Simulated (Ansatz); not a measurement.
## Density of states of MgMo

```
Mg Mo
1.0
     1.40785   -0.81282    4.87623
     0.00000    1.62565    4.87623
    -1.40785   -0.81282    4.87623
Mg Mo
1 1
Direct
  0.00000 0.00000 0.00000
  0.50000 0.50000 0.50000
```

The structure comes from a relaxation in the same program, started in the L11 type, and has space group R-3m. Whether it is a known phase or the ground state wasn't checked.

The calculation used DFT, PBEsol, all-electron LAPW, scalar-relativistic (Ansatz 0.2.0).

The runs use a Γ-centred 13×13×13 k mesh, Fermi–Dirac smearing of 0.03 eV, basis error target 0.25 meV/atom, no spin polarisation.

States per eV and cell, averaged over 0.4 eV, from -5.8 to 1.2 eV, with energies (bin centres) from the Fermi level; empty bins are left out. The partial columns, the largest 3 alone, are projections on Löwdin-orthogonalised atomic shells (those that the program's projection atoms carry: the occupied ones and, for some elements, an empty d or f shell; other empty shells have no column), summed over atoms of an element. Weights on diffuse s and p shells depend on that basis and aren't pure angular character.

| E (eV) | total | Mo 4d | Mg 3s | Mo 5s |
| --- | --- | --- | --- | --- |
| -5.7 | 0.33 | 0.02 | 0.20 | 0.09 |
| -5.3 | 0.36 | 0.05 | 0.21 | 0.09 |
| -4.9 | 0.44 | 0.08 | 0.23 | 0.11 |
| -4.5 | 0.54 | 0.15 | 0.24 | 0.13 |
| -4.1 | 0.74 | 0.30 | 0.25 | 0.17 |
| -3.7 | 1.25 | 0.77 | 0.22 | 0.23 |
| -3.3 | 1.80 | 1.32 | 0.16 | 0.26 |
| -2.9 | 1.82 | 1.46 | 0.09 | 0.21 |
| -2.5 | 1.65 | 1.39 | 0.05 | 0.14 |
| -2.1 | 1.44 | 1.23 | 0.05 | 0.08 |
| -1.7 | 2.35 | 1.85 | 0.09 | 0.24 |
| -1.3 | 1.46 | 1.04 | 0.06 | 0.17 |
| -0.9 | 2.00 | 1.68 | 0.03 | 0.12 |
| -0.5 | 1.88 | 1.60 | 0.05 | 0.09 |
| -0.1 | 1.73 | 1.31 | 0.14 | 0.07 |
| 0.3 | 1.63 | 1.20 | 0.19 | 0.06 |
| 0.7 | 1.50 | 1.14 | 0.16 | 0.05 |
| 1.1 | 1.95 | 1.64 | 0.14 | 0.05 |

Problem. Which of the resolved shells contributes most within 0.3 eV of the Fermi level?

Solution. Mo 4d, with 75 % of all states there; Mg 3s follows with 9 %.

Problem. Where is the centre of the filled Mo 4d states between -14 eV and the top of the filled states?

Solution. -1.99 eV from the Fermi level.
